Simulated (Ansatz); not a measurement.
Here is the system:

ScMo3C:
```cif
data_CMo3Sc
_chemical_formula_sum 'Sc1 Mo3 C1'
_space_group_name_H-M_alt 'P 1'
_space_group_IT_number 1
_cell_length_a 4.18670
_cell_length_b 4.18670
_cell_length_c 4.18670
_cell_angle_alpha 90.000
_cell_angle_beta 90.000
_cell_angle_gamma 90.000
loop_
_space_group_symop_operation_xyz
  'x, y, z'
loop_
_atom_site_label
_atom_site_type_symbol
_atom_site_fract_x
_atom_site_fract_y
_atom_site_fract_z
_atom_site_occupancy
Sc1 Sc 0.00000 0.00000 0.00000 1
Mo1 Mo 0.00000 0.50000 0.50000 1
Mo2 Mo 0.50000 0.00000 0.50000 1
Mo3 Mo 0.50000 0.50000 0.00000 1
C1 C 0.50000 0.50000 0.50000 1
```

This is the PBEsol-relaxed structure.

**Question.** All from DFT-PBEsol in the program Ansatz with PAW potentials, unless another level is named. Estimate the highest zone-centre frequency.

**Answer.** 80.8 meV.

**Question.** What about the bulk modulus (Birch–Murnaghan fit)?

**Answer.** 227 GPa.

**Question.** And the elastic constants (relaxed ions, GPa)?

**Answer.** C11 = 368, C12 = 156, C44 = 35.7.

Space group Pm-3m (anti-perovskite). The start of the workflow was typed in or built on a structure type; neither database checked (COD, Materials Project) lists it. Whether it is the stable phase at ambient conditions was not checked. Symmetry was held in the PBEsol relaxation; whether a distortion lowers the energy is not shown. The run is not spin-polarised. As this level gives no gap, shear constants depend on the k-mesh and smearing (Fermi–Dirac, 0.1 eV here).

Potentials: the later of the program's two PAW sets.
